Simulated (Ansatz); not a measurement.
A relaxation computed with Ansatz, from input to last step.

```yaml
crystal:
  lattice:
    - [0.0, 2.9573912389, 2.9573912389]
    - [2.9573912389, 0.0, 2.9573912389]
    - [2.9573912389, 2.9573912389, 0.0]
  atoms:
    - { symbol: W, position: [0.0, 0.0, 0.0] }
    - { symbol: Au, position: [0.25, 0.25, 0.25] }
    - { symbol: Au, position: [0.75, 0.75, 0.75] }
basis:
  ecutwfc: 420
kpoints:
  mp_grid: { grid: [6, 6, 6] }
hamiltonian:
  xc: pbe
scf:
  occupations: { method: gaussian, width: 0.1 }
  lower_state_search: "off"
output:
  forces: true
  stress: true
  eigenvalues: true
relax:
  adjacent_minimum: "off"
  f_tol: 0.04
  max_steps: 70
  cell: { stress_tol: 0.4 }
```

```bash
ansatz run input.yaml --threads 1 --pin off --max-ram 2560MiB --backend cpu --events-out ev --progress --plain --runs-dir out
```

All numbers below come from Ansatz 0.2.0, DFT PBE, scalar-relativistic, plane waves, PAW.

Of 5 frames 5 are shown, positions in Å and forces in eV/Å; the SCF threshold varies from step to step. Steps run on the plane waves of an earlier cell, with a Pulay correction in the pressure. The basis is chosen afresh for the last frame, the zero of the energies, and at times for earlier ones too; energy and pressure step there, also at an unchanged geometry.

```xyz
3
Lattice="0.0000 2.9574 2.9574 2.9574 0.0000 2.9574 2.9574 2.9574 0.0000" Properties=species:S:1:pos:R:3:forces:R:3 pbc="T T T" step=1 free_energy_over_end_meV_per_atom=313.73 pressure_GPa=38.59
W     0.0000    0.0000    0.0000    0.0000    0.0000    0.0000
Au    1.4787    1.4787    1.4787    0.0000    0.0000    0.0000
Au    4.4361    4.4361    4.4361    0.0000    0.0000    0.0000
3
Lattice="0.0000 3.1016 3.1016 3.1016 0.0000 3.1016 3.1016 3.1016 0.0000" Properties=species:S:1:pos:R:3:forces:R:3 pbc="T T T" step=2 free_energy_over_end_meV_per_atom=5.38 pressure_GPa=3.47
W     0.0000    0.0000    0.0000    0.0000    0.0000    0.0000
Au    1.5508    1.5508    1.5508    0.0000    0.0000    0.0000
Au    4.6523    4.6523    4.6523    0.0000    0.0000    0.0000
3
Lattice="0.0000 3.1174 3.1174 3.1174 0.0000 3.1174 3.1174 3.1174 0.0000" Properties=species:S:1:pos:R:3:forces:R:3 pbc="T T T" step=3 free_energy_over_end_meV_per_atom=1.37 pressure_GPa=0.92
W     0.0000    0.0000    0.0000    0.0000    0.0000    0.0000
Au    1.5587    1.5587    1.5587    0.0000    0.0000    0.0000
Au    4.6761    4.6761    4.6761    0.0000    0.0000    0.0000
3
Lattice="0.0000 3.1234 3.1234 3.1234 0.0000 3.1234 3.1234 3.1234 0.0000" Properties=species:S:1:pos:R:3:forces:R:3 pbc="T T T" step=4 free_energy_over_end_meV_per_atom=1.09 pressure_GPa=-0.01
W     0.0000    0.0000    0.0000    0.0000    0.0000    0.0000
Au    1.5617    1.5617    1.5617    0.0000    0.0000    0.0000
Au    4.6851    4.6851    4.6851    0.0000    0.0000    0.0000
3
Lattice="0.0000 3.1234 3.1234 3.1234 0.0000 3.1234 3.1234 3.1234 0.0000" Properties=species:S:1:pos:R:3:forces:R:3 pbc="T T T" step=5 free_energy_over_end_meV_per_atom=0.00 pressure_GPa=-0.01
W     0.0000    0.0000    0.0000    0.0000    0.0000    0.0000
Au    1.5617    1.5617    1.5617    0.0000    0.0000    0.0000
Au    4.6851    4.6851    4.6851    0.0000    0.0000    0.0000
```

The start puts this composition into another compound's structure type, which needn't suit it. At the end the space group is Fm-3m (tolerance 0.05 Å).

The run took 7.7 s on 1 thread of Arm Neoverse V2 (shared host), peak memory 0.33 GiB.

The k mesh is coarse. Spin–orbit coupling is left out, which can shift energies with elements as heavy as these.